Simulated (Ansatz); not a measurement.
**Structures of CsIn: which is lowest?**

Plane-wave DFT in Ansatz with scalar-relativistic PAW potentials, cutoff 420 eV, Γ-centred meshes chosen by cell and gap, Gaussian smearing with energies taken to zero width. Every cell was relaxed (cell and atoms) in a run of its own, within the symmetry of its start. Functional: PBE.

Relaxed structures (starts from databases or built by putting these elements on another compound's sites):
A. P6_3mc, 4 atoms in the computed cell, a = 4.101 Å, c = 13.804 Å; sites (symmetry × multiplicity) Cs 3m. × 2, In 3m. × 2; start: built
B. Cmcm, 4 atoms in the computed cell, a = 6.401 Å, b = 13.305 Å, c = 5.180 Å; sites (symmetry × multiplicity) Cs m2m × 4, In m2m × 4; start: built
C. Pm-3m, 2 atoms in the computed cell, a = 4.618 Å; sites (symmetry × multiplicity) Cs m-3m × 1, In m-3m × 1; start: built

Rank them by energy. Could pressure change the order?

```tsv
structure	group	E − E(lowest) (meV/atom)	V (Å³/atom)	gap on mesh (eV)
B	Cmcm	0.0	55.14	0.00
C	Pm-3m	260	49.24	0.00
A	P6_3mc	402	50.26	0.00
```

B is lowest, 260 meV/atom under C. C is denser by 5.90 Å³/atom, so pressure favours it: ΔE/ΔV, with ΔE in eV and 1 eV/Å³ = 160.2 GPa, gives about 7 GPa for equal enthalpy if both cells were rigid, a rough figure since the two compress differently. Other structures may lie lower than all of these, and vibrations aren't counted.

Spin-orbit coupling is left out, which matters for the bands of heavy elements.